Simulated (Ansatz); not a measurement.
The start is a generated trial cell of Tl in the beta-W structure type. The cell and all atomic positions are relaxed at zero pressure with r2SCAN (plane waves to 500 eV, PAW, scalar-relativistic; Ansatz, an electronic-structure program). The first steps use a 8×8×8 k-mesh.

Starting cell:
```yaml
crystal:
  lattice:
    - [6.16249, 0.00000, 0.00000]
    - [0.00000, 6.16249, 0.00000]
    - [0.00000, 0.00000, 6.16249]
  atoms:
    - { symbol: Tl, position: [0.25000, 0.00000, 0.50000] }
    - { symbol: Tl, position: [0.75000, 0.00000, 0.50000] }
    - { symbol: Tl, position: [0.00000, 0.50000, 0.25000] }
    - { symbol: Tl, position: [0.00000, 0.50000, 0.75000] }
    - { symbol: Tl, position: [0.50000, 0.25000, 0.00000] }
    - { symbol: Tl, position: [0.50000, 0.75000, 0.00000] }
    - { symbol: Tl, position: [0.00000, 0.00000, 0.00000] }
    - { symbol: Tl, position: [0.50000, 0.50000, 0.50000] }
```

Q: How large is the pressure on the unrelaxed cell, and of which sign?

A: +1.6 GPa (positive: the cell is compressed).

Q: By how much does the energy per atom fall from start to end?

A: 0.01 eV/atom.

Q: How does the volume change?

A: +4.6 %, from 29.25 to 30.59 Å³/atom.

Q: How do the shortest distances between atoms change?

A: The closest pairs of elements (up to four, under 3.6 Å), start → end: Tl–Tl 3.08 → 3.13 Å.

Q: What band gap does the relaxed structure have at this level?

A: Zero (metallic).

The space group stays Pm-3n (No. 223) (the run could not lower it), with 8 atoms in the primitive cell. No spin polarisation in the result.

The run could not lose the symmetry of its start, so the end can be a saddle point.

All atoms sit on sites fixed by symmetry, so only the cell could relax.

The relaxed structure here is a generated cell of Tl: the first start was made by placing the elements on the sites of a structure type, and the end was not matched to a known phase here, so it may be hypothetical. Known forms of Tl include space group No. 194.
